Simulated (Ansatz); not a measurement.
## Guessed and relaxed cells of Be2SbP3

A trial structure of Be2SbP3 was built thus: random cell by space group and Wyckoff sites (Cmm2, No. 35). Its size is a rough estimate.

start.cif

```cif
data_structure
_symmetry_space_group_name_H-M 'P 1'
_symmetry_Int_Tables_number 1
_cell_length_a 4.6641
_cell_length_b 4.6641
_cell_length_c 6.0489
_cell_angle_alpha 90.000
_cell_angle_beta 90.000
_cell_angle_gamma 109.998
_cell_volume 123.65
loop_
_atom_site_label
_atom_site_type_symbol
_atom_site_fract_x
_atom_site_fract_y
_atom_site_fract_z
_atom_site_occupancy
Be1 Be 0.34575 0.65425 0.93653 1
Be2 Be 0.65425 0.34575 0.93653 1
Sb1 Sb 0.00000 0.00000 0.56040 1
P1 P 0.00000 0.00000 0.21113 1
P2 P 0.64342 0.64342 0.02199 1
P3 P 0.35658 0.35658 0.02199 1
```

These are results of DFT PBE, scalar-relativistic, plane waves, PAW (Ansatz 0.2.0), not measurements. Cutoff 420 eV, Gaussian smearing, Γ-centred meshes. Cell and atoms relax first on a coarse mesh and then on a finer one. In between, the cell is made exact in the group found at 0.06 Å. In metals the finer mesh still leaves noise of several meV/atom or more. The steps can't lower the symmetry of their start. No spin polarisation.

end.cif

```cif
data_structure
_symmetry_space_group_name_H-M 'P 1'
_symmetry_Int_Tables_number 1
_cell_length_a 4.6150
_cell_length_b 4.6150
_cell_length_c 7.6698
_cell_angle_alpha 90.000
_cell_angle_beta 90.000
_cell_angle_gamma 92.928
_cell_volume 163.14
loop_
_atom_site_label
_atom_site_type_symbol
_atom_site_fract_x
_atom_site_fract_y
_atom_site_fract_z
_atom_site_occupancy
Be1 Be 0.25424 0.74576 0.96363 1
Be2 Be 0.74576 0.25424 0.96363 1
Sb1 Sb 0.00000 0.00000 0.69747 1
P1 P 0.00000 0.00000 0.15449 1
P2 P 0.73106 0.73106 0.95467 1
P3 P 0.26894 0.26894 0.95467 1
```

The symmetry stays Cmm2 (No. 35). The volume per atom grows by 31.9 %, from 20.6 to 27.2 Å³. The shortest distance goes from 1.50 Å (Be–P) to 2.21 Å (Be–P). The energy falls by about 3.9 eV/atom (the start's value is from the coarse mesh). The end is written in a standard setting, so origin, axes and order of atoms can differ from the start's.

```json
{"Volume per atom": "27.2 Å³", "Density": "2.4 g/cm³", "Energy over the elements": "+0.21 eV/atom", "Gap on the 8×8×6 mesh of the 6-atom cell": "0 eV (a metal)"}
```

The zero of energy is the elements' standard structures at the same level; no fitted shifts are applied. The references include black phosphorus. A positive value: parting into the elements would lower its energy.

The last run used Gaussian smearing of 0.10 eV. No dispersion correction is applied, so the spacing and binding between layers, chains or molecules are poorly described. Spin–orbit coupling, which can matter for Sb, is left out. The reference form of P is held partly by dispersion forces, which this level lacks. A structure relaxed within its symmetry needn't be a true minimum. In all, the 4 runs took 3.9 min on 1 thread of Intel(R) Xeon(R) 6975P-C (Granite Rapids), on a shared host. Another cell of Be2SbP3 relaxed alike, in P1, lies 278 meV/atom lower, so this cell isn't the stable form at this level.
